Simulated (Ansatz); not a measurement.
Values for one crystal, relaxed and computed with r²SCAN in the plane-wave PAW code Ansatz; other levels are named.

Volume per atom: 17.69 Å³
Electronic character: metallic (no gap)
Density of states at the Fermi level: 0.69 states/eV per atom (mean over ±0.08 eV)
Formation energy from the elements (no fitted shifts): -194 meV/atom

Pick the material that matches.
(A) Be3Co, I4/mmm (Be on 4d, Be on 2b, Co on 2a)
(B) Be3Ru, I4/mmm (Be on 4d, Be on 2b, Ru on 2a)
(C) Nb3Au2, I4/mmm (Nb on 2a, Nb on 4e, Au on 4e)
(D) LaAu, Cmcm (La on 4c, Au on 4c)

C, Nb3Au2, I4/mmm (Nb on 2a, Nb on 4e, Au on 4e)

The workflow started from a Materials Project entry (that database holds measured and hypothetical structures alike); the Crystallography Open Database files this formula in space group No. 139, but the cells were not matched. Whether it is the stable phase at ambient conditions was not checked. The cell was relaxed with r²SCAN under the symmetry of its start; its stability against distortions is not shown here. No spin polarisation was allowed. The references are the lowest solids computed at this level, not always the standard phases. Scalar-relativistic: spin–orbit coupling is off unless named, which matters more the heavier the elements.

Potentials: the later of the program's two PAW sets.
